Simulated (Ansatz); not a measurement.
Geometry optimisation in Ansatz: input, command and trajectory.

```yaml
crystal:
  lattice:
    - [6.46055625, 3.73000387, 0.0]
    - [0.0, 7.46000774, 6.97740075]
    - [6.46055625, -3.73000387, 6.97740075]
  atoms:
    - { symbol: Be, position: [0.1685188249, 0.1664989239, 0.8309685709] }
    - { symbol: Be, position: [0.6668948667, 0.3323300417, 0.6700730899] }
    - { symbol: Be, position: [0.5824156039, 0.7501863275, 0.7502616417] }
    - { symbol: Mg, position: [0.0828454697, 0.2467622619, 0.2482908496] }
    - { symbol: Mg, position: [0.0870516824, 0.5830369692, 0.9156034886] }
    - { symbol: Mg, position: [0.5851610325, 0.4189414705, 0.0845633277] }
    - { symbol: Zn, position: [0.6663266302, 0.0016461223, 0.0005415507] }
    - { symbol: Zn, position: [0.0875633946, 0.917718249, 0.5810875536] }
    - { symbol: Zn, position: [0.584359942, 0.0831351209, 0.4184072133] }
    - { symbol: Cd, position: [0.1664788859, 0.4998375467, 0.4962093838] }
    - { symbol: Cd, position: [0.1706255899, 0.8348338516, 0.1658964041] }
    - { symbol: Cd, position: [0.667203379, 0.6658629798, 0.3324646875] }
    - { symbol: Te, position: [0.9779028575, 0.3560777495, 0.0259881602] }
    - { symbol: Te, position: [0.9723814563, 0.6899002756, 0.6915055442] }
    - { symbol: Te, position: [0.9801908609, 0.023206322, 0.3527320723] }
    - { symbol: Te, position: [0.4770262589, 0.5231075604, 0.8568663971] }
    - { symbol: Te, position: [0.4799245999, 0.8562293923, 0.5238280521] }
    - { symbol: Te, position: [0.4753020274, 0.1924459914, 0.1897412463] }
    - { symbol: Te, position: [0.892860605, 0.4396228843, 0.4420703034] }
    - { symbol: Te, position: [0.9020806408, 0.7675998944, 0.1035911528] }
    - { symbol: Te, position: [0.8947794715, 0.1090453472, 0.7722548448] }
    - { symbol: Te, position: [0.3919103833, 0.6075508184, 0.2731097694] }
    - { symbol: Te, position: [0.398884397, 0.9375634451, 0.9362941141] }
    - { symbol: Te, position: [0.3978148194, 0.2694843887, 0.6053894547] }
  symmetry: { detect: false }
basis:
  ecutwfc: 420
kpoints:
  mp_grid: { grid: [2, 2, 2], shift: [0.5, 0.5, 0.5] }
hamiltonian:
  xc: pbe
scf:
  occupations: { method: gaussian, width: 0.1 }
  lower_state_search: "off"
output:
  forces: true
  stress: true
  eigenvalues: true
relax:
  adjacent_minimum: "off"
  f_tol: 0.04
  max_steps: 50
  cell: { stress_tol: 0.3 }
```

```bash
ansatz run input.yaml --threads 4 --pin off --max-ram 9216MiB --backend cpu --events-out ev --progress --plain --runs-dir out
```

The calculation used DFT PBE, scalar-relativistic, plane waves, PAW in Ansatz 0.2.0.

Of 6 frames 6 are shown, positions in Å and forces in eV/Å; the SCF threshold varies from step to step. Steps run on the plane waves of an earlier cell, with a Pulay correction in the pressure. The basis is chosen afresh for the last frame, the zero of the energies, and at times for earlier ones too; energy and pressure can step there, also at an unchanged geometry. Where two frames share a geometry here, they differ by under 2 meV/atom and 0.3 GPa.

```xyz
24
Lattice="6.4606 3.7300 0.0000 0.0000 7.4600 6.9774 6.4606 -3.7300 6.9774" Properties=species:S:1:pos:R:3:forces:R:3 pbc="T T T" step=1 free_energy_over_end_meV_per_atom=141.95 pressure_GPa=5.58
Be    6.4572   -1.2289    6.9597    0.0626    0.0037    0.0900
Be    8.6376    2.4673    6.9942   -0.0128    0.1046    0.0625
Be    8.6098    4.9703   10.4692    0.0229    0.0638    0.0290
Mg    2.1393    1.2237    3.4542    0.2360    0.1171    0.5042
Mg    6.4777    1.2590   10.4566   -0.2030   -0.1026   -0.2182
Mg    4.3268    4.9925    3.5132   -0.0363    0.0111   -0.0815
Zn    4.3083    2.4957    0.0153    0.1628   -0.0053    0.0115
Zn    4.3199    5.0053   10.4578   -0.0829   -0.1700    0.1349
Zn    6.4784    1.2392    3.4995   -0.0197    0.0437   -0.0875
Cd    4.2813    2.4989    6.9498    0.4560   -0.2234    0.4710
Cd    2.1741    6.2455    6.9825   -0.2511    0.0342   -0.0410
Cd    6.4584    6.2159    6.9657    0.0704    0.1007    0.2269
Te    6.4857    6.2070    2.6658   -0.1977    0.2648   -1.8664
Te   10.7496    6.1943    9.6386   -1.3594    0.1365    0.9663
Te    8.6114    2.5135    2.6231    0.0463   -1.1188    1.0970
Te    8.6177    2.4856    9.6286    0.1412    1.7012   -1.2361
Te    6.4848    6.2237    9.6292    0.7232   -0.4870    1.2966
Te    4.2965    2.5008    2.6667    0.7567   -0.4469   -0.6090
Te    8.6244    4.9610    6.1519   -0.2684   -2.3559   -0.2747
Te    6.4972    8.7047    6.0786   -1.1889    0.6521    0.2880
Te   10.7700    1.2705    6.1492    0.0460    0.7898    0.4221
Te    4.2964    4.9755    6.1447    0.1251    0.0815   -0.6898
Te    8.6260    4.9897   13.0747   -0.8399    1.6944   -1.0030
Te    6.4813    1.2361    6.1043    1.6106   -0.8894    0.5075
24
Lattice="6.5952 3.8094 0.0016 0.0050 7.6131 7.1442 6.5915 -3.8000 7.1417" Properties=species:S:1:pos:R:3:forces:R:3 pbc="T T T" step=2 free_energy_over_end_meV_per_atom=26.57 pressure_GPa=1.09
Be    6.5926   -1.2482    7.1272    0.0421    0.0565   -0.0699
Be    8.8215    2.5232    7.1677    0.0885   -0.0798    0.0320
Be    8.7896    5.0865   10.7256   -0.0737    0.1314    0.0393
Mg    2.1955    1.2530    3.5550    0.0421    0.0669    0.0981
Mg    6.6008    1.3024   10.6761    0.0075    0.0738   -0.2269
Mg    4.4112    5.1061    3.5579   -0.1276    0.0658   -0.3252
Zn    4.3867    2.5716    0.0083   -0.1564    0.2079   -0.0806
Zn    4.4172    5.0971   10.7410    0.0443   -0.1077    0.2572
Zn    6.6164    1.2528    3.6021   -0.0049   -0.1085    0.1380
Cd    4.4024    2.5095    7.1485    0.2277   -0.3639    0.2161
Cd    2.1975    6.4056    7.1501   -0.1205    0.3931    0.0856
Cd    6.6128    6.3484    7.1647    0.2876    0.0408    0.3735
Te    6.6158    6.3529    2.5666    0.0867    0.0870   -0.9022
Te   10.8568    6.3372    9.9601   -0.5468    0.0334    0.1996
Te    8.7953    2.4895    2.7748    0.0944   -0.3474    0.0432
Te    8.7988    2.6873    9.7504   -0.0368    0.6332   -0.3709
Te    6.6805    6.3114    9.9770    0.2065   -0.2944    0.1834
Te    4.4486    2.5179    2.6786    0.2896   -0.2412   -0.1796
Te    8.7955    4.8698    6.2923   -0.0255   -0.6396    0.0595
Te    6.5349    8.9403    6.2372   -0.3373    0.0918    0.0951
Te   10.9972    1.3722    6.3353    0.0874    0.3644    0.2682
Te    4.3953    5.0806    6.2373   -0.0982   -0.1017   -0.1536
Te    8.7345    5.2448   13.3022   -0.3555    0.2241   -0.1653
Te    6.7624    1.1856    6.2888    0.3786   -0.1858    0.3856
24
Lattice="6.5365 3.7670 -0.0318 -0.0551 7.5698 7.2176 6.6078 -3.9501 7.3432" Properties=species:S:1:pos:R:3:forces:R:3 pbc="T T T" step=3 free_energy_over_end_meV_per_atom=1.49 pressure_GPa=-0.29
Be    6.6210   -1.3296    7.2456    0.0938   -0.0314    0.0521
Be    8.8256    2.3830    7.3534    0.0058    0.1178   -0.0315
Be    8.6540    4.9668   10.9548   -0.0156    0.0700   -0.0579
Mg    2.2053    1.1700    3.6282    0.0440    0.0128   -0.0275
Mg    6.5424    1.1906   10.8334    0.0176   -0.0520    0.0164
Mg    4.3421    5.0895    3.3905    0.0166   -0.0572    0.0095
Zn    4.2960    2.6193   -0.0412    0.0366   -0.0576   -0.0259
Zn    4.3492    4.9357   11.1096   -0.0250    0.0020    0.0297
Zn    6.6226    1.0923    3.7932    0.0856    0.0038   -0.0486
Cd    4.4372    2.3645    7.3722   -0.0403   -0.0286    0.0158
Cd    2.1021    6.3987    7.2316   -0.0248   -0.0153   -0.0171
Cd    6.5304    6.1853    7.3515    0.0112    0.0009    0.0070
Te    6.6353    6.3266    2.3814    0.0076    0.0414   -0.1707
Te   10.6678    6.1980   10.1819   -0.0694   -0.0530   -0.0040
Te    8.7913    2.2942    2.8056   -0.0354    0.0229    0.0154
Te    8.7359    2.6655    9.8789   -0.0254    0.0422   -0.0376
Te    6.5743    6.1022   10.1965    0.1159   -0.0279    0.0313
Te    4.5251    2.3798    2.6539   -0.0887    0.0342    0.0149
Te    8.7363    4.6650    6.3808   -0.0256   -0.1279    0.0598
Te    6.3449    8.8105    6.2517   -0.0386    0.0240    0.0109
Te   10.9749    1.2961    6.5638   -0.0155    0.0537    0.0393
Te    4.2792    4.9327    6.1881    0.0258    0.0044    0.0163
Te    8.5919    5.0891   13.4899   -0.0654    0.0343    0.0475
Te    6.8307    1.0517    6.5012    0.0095   -0.0136    0.0547
24
Lattice="6.5533 3.7837 -0.0305 -0.0522 7.6007 7.1825 6.5904 -3.9051 7.2462" Properties=species:S:1:pos:R:3:forces:R:3 pbc="T T T" step=4 free_energy_over_end_meV_per_atom=0.56 pressure_GPa=0.05
Be    6.6233   -1.2829    7.1454    0.0556    0.0007    0.0367
Be    8.8218    2.4478    7.2829   -0.0106    0.0296    0.0185
Be    8.6573    5.0433   10.8539    0.0091    0.0162   -0.0023
Mg    2.2150    1.1920    3.5775   -0.0120    0.0100    0.0040
Mg    6.5349    1.2370   10.7144    0.0038   -0.0142   -0.0131
Mg    4.3614    5.1062    3.3513    0.0066    0.0112    0.0181
Zn    4.3094    2.6305   -0.0553   -0.0039   -0.0267    0.0375
Zn    4.3440    4.9820   11.0386   -0.0088    0.0165    0.0024
Zn    6.6518    1.1249    3.7418    0.0111    0.0124   -0.0019
Cd    4.4094    2.3846    7.2937   -0.0114   -0.0043    0.0112
Cd    2.0955    6.4222    7.1673    0.0029   -0.0030   -0.0067
Cd    6.5317    6.2302    7.3019    0.0032   -0.0089    0.0457
Te    6.6555    6.3589    2.3424    0.0027   -0.0033    0.0264
Te   10.6662    6.2646   10.0964   -0.0206   -0.0243   -0.0004
Te    8.8052    2.3346    2.7730    0.0006    0.0059   -0.0080
Te    8.7225    2.7402    9.7893    0.0039   -0.0058    0.0093
Te    6.5854    6.1592   10.1413   -0.0113    0.0070   -0.0598
Te    4.5246    2.4051    2.6377    0.0069   -0.0058   -0.0114
Te    8.7240    4.7010    6.3276   -0.0066   -0.0076   -0.0291
Te    6.3500    8.8538    6.2192   -0.0035    0.0046   -0.0053
Te   10.9760    1.3654    6.5137   -0.0097    0.0014   -0.0494
Te    4.2880    4.9690    6.1459    0.0024   -0.0017   -0.0085
Te    8.5856    5.1731   13.3778   -0.0182   -0.0073    0.0096
Te    6.8283    1.1020    6.4471    0.0076   -0.0023   -0.0231
24
Lattice="6.5478 3.7789 -0.0283 -0.0475 7.5873 7.1927 6.5940 -3.9118 7.2750" Properties=species:S:1:pos:R:3:forces:R:3 pbc="T T T" step=5 free_energy_over_end_meV_per_atom=0.42 pressure_GPa=0.00
Be    6.6363   -1.2928    7.1800    0.0067    0.0019    0.0025
Be    8.8219    2.4414    7.3102   -0.0012    0.0002   -0.0034
Be    8.6556    5.0286   10.8841    0.0022    0.0021    0.0003
Mg    2.2161    1.1929    3.5902    0.0016    0.0027   -0.0041
Mg    6.5379    1.2205   10.7464    0.0009    0.0016   -0.0028
Mg    4.3600    5.1030    3.3689   -0.0004   -0.0027    0.0060
Zn    4.3041    2.6227   -0.0455   -0.0038    0.0003    0.0044
Zn    4.3449    4.9713   11.0630   -0.0018    0.0031    0.0025
Zn    6.6555    1.1238    3.7551    0.0058    0.0047    0.0020
Cd    4.4103    2.3683    7.3192   -0.0017   -0.0098    0.0041
Cd    2.0981    6.4035    7.1758   -0.0014   -0.0035   -0.0057
Cd    6.5329    6.2136    7.3288    0.0048    0.0022    0.0032
Te    6.6526    6.3475    2.3511    0.0002    0.0005    0.0002
Te   10.6630    6.2434   10.1257    0.0013   -0.0020   -0.0036
Te    8.8030    2.3332    2.7775   -0.0021    0.0034   -0.0032
Te    8.7255    2.7241    9.8188   -0.0003    0.0031    0.0068
Te    6.5868    6.1452   10.1587   -0.0027    0.0012    0.0009
Te    4.5267    2.4025    2.6446   -0.0022    0.0001    0.0006
Te    8.7211    4.6866    6.3408   -0.0029    0.0015   -0.0020
Te    6.3463    8.8334    6.2278   -0.0018   -0.0010   -0.0014
Te   10.9746    1.3549    6.5306    0.0043   -0.0057   -0.0016
Te    4.2940    4.9514    6.1621   -0.0023   -0.0010   -0.0037
Te    8.5892    5.1476   13.4142   -0.0004   -0.0030   -0.0010
Te    6.8336    1.0908    6.4645   -0.0028   -0.0003   -0.0013
24
Lattice="6.5478 3.7789 -0.0283 -0.0475 7.5873 7.1927 6.5940 -3.9118 7.2750" Properties=species:S:1:pos:R:3:forces:R:3 pbc="T T T" step=6 free_energy_over_end_meV_per_atom=0.00 pressure_GPa=0.00
Be    6.6363   -1.2928    7.1800    0.0067    0.0019    0.0024
Be    8.8219    2.4414    7.3102   -0.0012    0.0001   -0.0035
Be    8.6556    5.0286   10.8841    0.0023    0.0021    0.0002
Mg    2.2161    1.1929    3.5902    0.0016    0.0028   -0.0040
Mg    6.5379    1.2205   10.7464    0.0009    0.0017   -0.0028
Mg    4.3600    5.1030    3.3689   -0.0004   -0.0026    0.0061
Zn    4.3041    2.6227   -0.0455   -0.0038    0.0002    0.0044
Zn    4.3449    4.9713   11.0630   -0.0019    0.0032    0.0024
Zn    6.6555    1.1238    3.7551    0.0058    0.0046    0.0020
Cd    4.4103    2.3683    7.3192   -0.0017   -0.0098    0.0041
Cd    2.0981    6.4035    7.1758   -0.0014   -0.0034   -0.0057
Cd    6.5329    6.2136    7.3288    0.0048    0.0022    0.0031
Te    6.6526    6.3475    2.3511    0.0002    0.0006    0.0004
Te   10.6630    6.2434   10.1257    0.0014   -0.0019   -0.0036
Te    8.8030    2.3332    2.7775   -0.0021    0.0032   -0.0031
Te    8.7255    2.7241    9.8188   -0.0003    0.0031    0.0068
Te    6.5868    6.1452   10.1587   -0.0029    0.0012    0.0009
Te    4.5267    2.4025    2.6446   -0.0021    0.0000    0.0006
Te    8.7211    4.6866    6.3408   -0.0029    0.0016   -0.0021
Te    6.3463    8.8334    6.2278   -0.0019   -0.0009   -0.0013
Te   10.9746    1.3549    6.5306    0.0043   -0.0058   -0.0016
Te    4.2940    4.9514    6.1621   -0.0023   -0.0010   -0.0038
Te    8.5892    5.1476   13.4142   -0.0003   -0.0029   -0.0008
Te    6.8336    1.0908    6.4645   -0.0028   -0.0002   -0.0013
```

The run took 89 s on 4 threads of Intel(R) Xeon(R) Platinum 8488C (Sapphire Rapids), with other jobs on the host, peak memory 2.9 GiB.

The k mesh is coarse.